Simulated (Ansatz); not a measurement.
Input and command of a calculation in Ansatz (plane waves; scalar-relativistic PAW potentials unless the input names others):

```yaml
crystal:
  lattice:
    - [3.496826269, -2.0736279842, 0.0]
    - [3.496826269, 2.0736279842, 0.0]
    - [0.0, 0.0, 8.5752373927]
  atoms:
    - { symbol: Br, position: [0.8487824555, 0.1512175445, 0.1190908492] }
    - { symbol: Br, position: [0.6512175445, 0.3487824555, 0.6190908492] }
    - { symbol: Br, position: [0.1512175445, 0.8487824555, 0.8809091508] }
    - { symbol: Br, position: [0.3487824555, 0.6512175445, 0.3809091508] }
basis:
  ecutwfc: 500
  ecutrho_ratio: 1
kpoints:
  mp_grid: { grid: [8, 8, 4] }
hamiltonian:
  xc: r2scan
scf:
  occupations: { method: gaussian, width: 0.02 }
  max_iter: 80
output:
  forces: true
  eigenvalues: true
  stress: true
```

```bash
ansatz run input.yaml --threads 1 --pin off --max-ram 2560MiB --backend cpu --events-out ev --progress --plain --runs-dir out
```

Abridged log:
```
Pseudopotentials: kind: paw
Pseudopotential: Br, paw, valence charge 7, recommended cutoff 500 eV (meta_gga)
Functional definition: r2SCAN
Crystal: 4 atoms, lattice volume = 124.360 Å³
Basis set: ecut = 500 eV, 3169 PW (Γ), exchange–correlation on 96×96×192 points (64 copies of the dense FFT grid, shifted against one another)
Bands: 18, of which v1, the nominal top of the filled ones, is band 14 counted from 1 (13 counted from 0)
Symmetry: 8 space group operations
Space group: Cmce (ITA 64), of the structure as read, at distance tolerance 5.0e-5 Å
k-points: 63 of 256
Initial density: superposition of atomic densities (neutral atoms: chi_scale 0, normalization atom), corrected by the library's trained network
Initial wavefunctions: pseudopotential atomic-orbital guess
Functional: x = r2scan, c = r2scan; τ floored in thin density (d = 2e-4 eV/Å³)
SCF iter   1: F=—  HF=-11171.526288 eV  |F-HF|=—  |Δ(HF+E_count)|=         —  Δρ=3.04e-3  dr2=6.93e-3  dr2_τ=4.20e-2  ethr=1.77e-3  ⟨swp⟩=6.5  Hψ=6577  notcnv=0
SCF iter   2: F=—  HF=-11171.537716 eV  |F-HF|=—  |Δ(HF+E_count)|=   1.14e-2  Δρ=1.65e-3  dr2=2.00e-3  dr2_τ=1.30e-5  ethr=2.48e-5  ⟨swp⟩=2.3  Hψ=2792  notcnv=0
SCF iter   3: F=—  HF=-11171.538845 eV  |F-HF|=—  |Δ(HF+E_count)|=   1.13e-3  Δρ=1.61e-4  dr2=2.88e-5  dr2_τ=8.18e-6  ethr=7.15e-6  ⟨swp⟩=2.6  Hψ=2127  notcnv=0
SCF iter   4: F=—  HF=-11171.538928 eV  |F-HF|=—  |Δ(HF+E_count)|=   8.33e-5  Δρ=5.04e-5  dr2=2.37e-6  dr2_τ=1.48e-7  ethr=1.03e-7  ⟨swp⟩=2.0  Hψ=2016  notcnv=0
SCF iter   5: F=-11171.538932 eV  HF=-11171.538932 eV  |F-HF|=1.47e-7  |Δ(HF+E_count)|=   4.31e-6  Δρ=9.55e-6  dr2=8.14e-8  dr2_τ=9.71e-9  ethr=8.46e-9  ⟨swp⟩=2.0  Hψ=2016  notcnv=0
SCF iter   6: F=-11171.538932 eV  HF=-11171.538932 eV  |F-HF|=2.40e-9  |Δ(HF+E_count)|=   1.66e-7  Δρ=1.45e-6  dr2=4.29e-9  dr2_τ=2.75e-10  ethr=2.91e-10  ⟨swp⟩=3.0  Hψ=5184  notcnv=0
SCF 1 converged in 6 iterations: F = -11171.538932 eV  dr2 = 4.29e-9
SCF converged after 6 iterations
Free energy (F): -11171.538932 eV
Harris-Foulkes:  -11171.538932 eV  (|F-HF|=2.40e-9)
Internal energy: -11171.538932 eV  (E = F + TS)
E sigma→0 (E₀):  -11171.538932 eV
Fermi energy:    2.874261 eV
--- Forces (eV/Å), atoms counted from 1 ---
  atom   1  Br     0.00000000    -0.13249578    -0.20230031
  atom   2  Br     0.00000000     0.13249578    -0.20230031
  atom   3  Br     0.00000000     0.13249578     0.20230031
  atom   4  Br     0.00000000    -0.13249578     0.20230031
--- Stress (GPa, compression-positive) ---
        0.446764       0.000000       0.000000
        0.000000       0.301236       0.000000
        0.000000       0.000000      -0.225659
  P = ⅓ Tr σ = 0.1741 GPa (1.741 kbar)
```

Question: Find the fault.

Answer: The fault is a density cutoff too low for products of the waves, which reach up to 4 times the waves' cutoff (basis.ecutrho_ratio: not typed → 1, the first being the value of the sound run). Setting it back cures it. The log, from which this was withheld above, says: «Warning: basis.ecutrho_ratio = 1 (ecutrho = 500 eV) is below the records' recommended 2000 eV» «settings of this run that can trade accuracy for cost: basis.ecutrho_ratio < 4. Do not mix this run's numbers with those of runs without the same settings; the input reference describes each key» The run converged all the same, with an energy at zero smearing 34.70 meV/atom below the reference's, pressure 0.17 GPa, largest force 0.242 eV/Å, gap on the mesh 1.55 eV, so convergence alone doesn't show that an input is right. A reference run from the same start on usual settings converged with pressure 0.29 GPa, largest force 0.300 eV/Å, gap on the mesh 1.57 eV.

It took 15 s on 1 thread of Arm Neoverse V2 (shared host), peak memory 0.5 GiB.